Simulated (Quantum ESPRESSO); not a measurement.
Hf2NbO5F3, a curve over strain

Computed values, not a measurement. The program is pw.x of Quantum ESPRESSO 7.5 (plane-wave density functional theory). The cell is made up: 11 atoms on a fluorite lattice with one site empty, with randomly drawn elements, strain and displacements, not relaxed. PseudoDojo standard norm-conserving files (v0.5 for PBE, v0.4.1 for LDA and PBEsol) set the functional; there is no spin polarisation, spin-orbit coupling or dispersion term, and the masses in the input are unused placeholders.

The hafnium pseudopotential is less sure than the others, with forces about 3 percent (worst 6) and pressure in oxides about 1.5 GPa (worst 2.7) from a second method in checks, which no rerun with the same files tests.

Seven runs add a strain to one cell (the same linear strain along x, y and z); the atoms follow the cell and are not relaxed. Stress in the table is positive in tension.

Input of the run at -0.0081:

```
&control calculation='scf', pseudo_dir='./dojo.nc.sr.pbe.v0_5.standard.upf', outdir='./o', disk_io='low', tprnfor=.true., tstress=.true. /
&system ibrav=0, nat=11, ntyp=4, nbnd=50, ecutwfc=84.00895049, nosym=.true., tot_charge=0,
 occupations='smearing', smearing='fd', degauss=0.0018374661
/
&electrons conv_thr=7.350e-09, electron_maxstep=60, /
ATOMIC_SPECIES
F 1.0 F.upf
Hf 1.0 Hf.upf
Nb 1.0 Nb.upf
O 1.0 O.upf
CELL_PARAMETERS angstrom
4.9645 -0.0605 -0.027
-0.0605 4.9308 0.0485
-0.027 0.0485 5.0113
ATOMIC_POSITIONS angstrom
Hf 0.0894 -0.1163 -0.1224
Nb 2.4651 -0.043 2.4158
Hf 2.4422 2.4193 -0.0442
O 1.2645 1.2462 1.2458
F 1.1831 1.2526 3.7094
O 1.1788 3.7645 1.2825
O 1.2935 3.6805 3.7781
F 3.6952 1.136 1.2941
O 3.6339 1.258 3.7442
O 3.6092 3.6059 1.2561
F 3.6745 3.6906 3.8061
K_POINTS automatic
5 5 5 1 1 1
```

```
added strain  free energy less that of the input shown (eV)  stress xx (GPa)  stress yy (GPa)  stress zz (GPa)  stress xy (GPa)  pressure (GPa)  next band up at Gamma (eV)  iterations
     -0.0127                                         0.0685           -11.83           -10.41            -1.83            -4.48            8.02                       1.155          17
     -0.0081                                         0.0000            -8.51            -7.12             1.34            -4.23            4.76                       1.123          16
     +0.0082                                         0.0167             1.66             3.04            11.00            -3.43           -5.23                       1.014          17
     +0.0119                                         0.0715             3.67             5.04            12.89            -3.27           -7.20                       0.990          17
     +0.0150                                         0.1311             5.27             6.63            14.39            -3.14           -8.77                       0.971          17
     +0.0196                                         0.2407             7.51             8.85            16.49            -2.96          -10.95                       0.943          17
     +0.0246                                         0.3890             9.79            11.12            18.62            -2.77          -13.17                       0.913          17
```

A cubic fit gives a slope of stress xx against the added strain of 624 GPa at zero added strain, with the atoms clamped. Across the table the free energy follows the integral of the stress to within 3.7 meV. A rerun of one of the cells at a cutoff of 1467 eV and k mesh 7 x 7 x 7 moved values by no more than 0.004 eV in energy, 0.04 GPa in stress and 0.002 eV/Å in force. The band column is the level of band 45 at Gamma less that of band 44, whose number is half the electron count, rounded up; it comes from a band step after each run.